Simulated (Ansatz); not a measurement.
### Question
Cu (diamond, space group No. 227) is relaxed with plane-wave PAW PBEsol (Ansatz code). What lattice parameters of the conventional cell result?

### Answer
a = 5.232 Å.

Space group Fd-3m (diamond). The start of the workflow was typed in or built on a structure type; neither database checked (COD, Materials Project) lists it. It is not the phase usual at ambient conditions (space group No. 225). The cell was relaxed with PBEsol under the symmetry of its start. At this level the phase is mechanically unstable. No spin polarisation was allowed.

Potentials: the later of the program's two PAW sets.
